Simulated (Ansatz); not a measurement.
**Kick test of a cell of Ta2SiO3**

The cell was found from a structure generator's guess, not taken from experiment.

The calculation used Ansatz 0.2.0, DFT PBE, scalar-relativistic, plane waves, PAW. Cutoff 420 eV; k points 14×14×14 on the computed 6-atom cell (Γ-centred); Gaussian smearing, width 0.01 eV; no spin polarisation.

The cell below (6 atoms, space group Imm2 (No. 44)) is relaxed within its symmetry.

```xyz
6
Lattice="-1.4609 3.5402 3.5104 1.4609 -3.5402 3.5104 1.4609 3.5402 -3.5104" Properties=species:S:1:pos:R:3 pbc="T T T"
Ta    0.0000    1.5051    3.3115
Ta    1.4609    2.0351   -0.1990
Si    0.0000    0.0000    5.7444
O     0.0000    1.4807    1.1615
O     0.0000    5.5997    1.1615
O     1.4609    0.0000    2.8607
```

For the test a repeat of it with 12 atoms (edges 2.92, 5.20, 9.97 Å) was strained at random (σ = 1.5 % a component), the atoms were moved at random (σ = 0.10 Å), and all was relaxed again on a coarse 8×8×2 mesh (in the run’s order of axes) with 0.20 eV smearing, with no symmetry imposed.

These runs have no spin–orbit coupling, which can matter for Ta.

Question: Does it come back?

Answer: It returns, within 1 meV/atom of the unmoved cell on that mesh and with the same symmetry when read at 0.1 Å. No instability shows in this cell; modes of other wave vectors, which need another repeat, aren't tested.
